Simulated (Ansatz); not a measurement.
Si$_{2}$W:
```yaml
crystal:
  lattice:
    - [-1.61465, 1.61465, 3.93399]
    - [1.61465, -1.61465, 3.93399]
    - [1.61465, 1.61465, -3.93399]
  atoms:
    - { symbol: Si, position: [0.33457, 0.33457, 0.00000] }
    - { symbol: Si, position: [0.66543, 0.66543, 0.00000] }
    - { symbol: W, position: [0.00000, 0.00000, 0.00000] }
```

Relaxed with PBE. Special points in fractions of this cell's reciprocal vectors: Γ (0.000, 0.000, 0.000); X (0.000, 0.000, 0.500); P (0.250, 0.250, 0.250); N (0.000, 0.500, 0.000); M (0.500, 0.500, -0.500); S (0.292, 0.708, -0.292); S0 (-0.292, 0.292, 0.292); R (-0.084, 0.084, 0.500); G (0.500, 0.500, -0.084).

Q: List the band energies nearest the Fermi level at these points for DFT-PBE in the program Ansatz with PAW potentials.

A: In eV from the Fermi level; about four levels below and three above (degenerate sets whole), none deeper than 8.9 eV; points with the same levels are listed once.

```
k                          below           above
-  -----------------------------  --------------
Γ        -3.77 -3.26 -2.82 -2.82  0.59 2.64 2.97
X        -5.51 -4.97 -3.21 -1.76  2.73 2.90 3.05
P  -6.51 -6.51 -3.02 -2.41 -2.41  0.02 2.90 3.53
N        -4.82 -2.76 -2.73 -0.43  2.64 2.75 3.89
M        -0.86 -0.86 -0.50 -0.50  0.77 4.43 4.71
S        -3.01 -2.67 -2.45 -0.32  1.78 2.49 3.50
R        -5.09 -4.08 -3.07 -2.31  1.91 2.10 2.96
```

Space group I4/mmm (MoSi2 or CaC2 type). The PBE relaxation kept the symmetry of its start. No spin polarisation was allowed. Spin–orbit coupling is left out wherever it is not named.

Potentials: the earlier of the program's two PAW sets.
